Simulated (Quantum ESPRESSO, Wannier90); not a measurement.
## BeSe (zinc blende), plane waves to Wannier functions

```yaml
crystal:
  lattice:
    - [0.00000, 2.58397, 2.58397]
    - [2.58397, 0.00000, 2.58397]
    - [2.58397, 2.58397, 0.00000]
  atoms:
    - { symbol: Be, position: [0.00000, 0.00000, 0.00000] }
    - { symbol: Se, position: [0.75000, 0.75000, 0.75000] }
```

Cell from Materials Project (mp-1541), symmetrised, no further relaxation. COD (Crystallography Open Database) has an entry of this formula and space group (matched by these alone). Method: PBEsol plane waves in Quantum ESPRESSO 7.5 (PseudoDojo norm-conserving files, 71 Ry, no spin polarisation, no spin-orbit coupling), Bloch states on a 8×8×8 mesh through Γ, Wannier90 4.0.1. Density: 10×10×10 mesh, cold smearing 0.01 Ry. Spin-orbit coupling, left out, would split the p-like bands by a few tenths of an eV.

Functional, cutoff and mesh named above are those of the base row (PBEsol); the first column says what each row takes instead. Model: 4 functions from bands 7-10, start SCDM (isolated) (the valence bands). Energies are relative to the valence-band maximum; the misfit is to pw.x on a path, for all bands of the set. The functional changes, each with its own PseudoDojo files and their cutoffs, on the same cell. Ω_total can sit in another minimum from row to row; Ω_I of an isolated set cannot.

```
functional  Ω_I (Å²)  Ω_total (Å²)  rms misfit (meV)  gap (eV)  bottom of band 7 (eV)
----------  --------  ------------  ----------------  --------  ---------------------
LDA             5.35          5.99               3.9      2.51                 -13.75
PBE             5.30          5.92               3.6      2.66                 -13.71
PBEsol          5.35          5.99               3.9      2.52                 -13.74
```
